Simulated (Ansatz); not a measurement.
Cu (fcc, Cu type)

```xyz
1
Lattice="0.0000 1.8144 1.8144 1.8144 0.0000 1.8144 1.8144 1.8144 0.0000" Properties=species:S:1:pos:R:3 pbc="T T T"
Cu     0.0000     0.0000     0.0000
```

The slice is a {110} plane (indices of the conventional cell) through the point (0.000, 0.000, 0.000) (fractional), spanned by u = [100] and v = [1 -1 -1] in vectors of this cell: u (2.57 Å) and v (3.63 Å, at 90° to u). It covers one period; positions are fractions (u, v).

All values below come from PBE (plane waves to 420 eV, PAW, scalar-relativistic; Ansatz, a program for electronic structure). k mesh 22×22×22. Near the nuclei the fields are pseudised (PAW); where an atom keeps semicore shells as valence, they peak there. Cu is run without spin polarisation. Cu was relaxed with its symmetry unable to fall. The PAW data are Ansatz's earlier set.

What is the valence density on the shortest Cu–Cu line in this plane (2.57 Å), at its midpoint?

0.27 e/Å³.

What is the ELF at the midpoint of the shortest Cu–Cu line in this plane (2.57 Å)?

0.2.

Predict the map of the electron localisation function (ELF) on the slice.


| v \ u | 0.00 | 0.12 | 0.24 | 0.35 | 0.47 | 0.59 | 0.71 | 0.82 | 0.94 |
|---|---|---|---|---|---|---|---|---|---|
| 0.88 | x | 0.16 | 0.15 | 0.17 | 0.25 | 0.20 | 0.16 | 0.15 | x |
| 0.75 | 0.16 | 0.16 | 0.18 | 0.25 | 0.30 | 0.29 | 0.21 | 0.17 | 0.16 |
| 0.62 | 0.22 | 0.23 | 0.26 | 0.26 | 0.26 | 0.26 | 0.26 | 0.25 | 0.23 |
| 0.50 | 0.24 | 0.24 | 0.24 | 0.23 | 0.22 | 0.22 | 0.24 | 0.24 | 0.24 |
| 0.38 | 0.22 | 0.24 | 0.26 | 0.26 | 0.26 | 0.26 | 0.27 | 0.25 | 0.23 |
| 0.25 | 0.16 | 0.16 | 0.18 | 0.25 | 0.30 | 0.29 | 0.21 | 0.17 | 0.16 |
| 0.12 | x | 0.16 | 0.15 | 0.17 | 0.25 | 0.20 | 0.16 | 0.15 | x |
| 0.00 | x | x | 0.15 | 0.17 | 0.21 | 0.18 | 0.15 | x | x |

Values: electron localisation function (ELF). Points within 0.5 Å of a nucleus are blanked (x), as the pseudised field means little there.
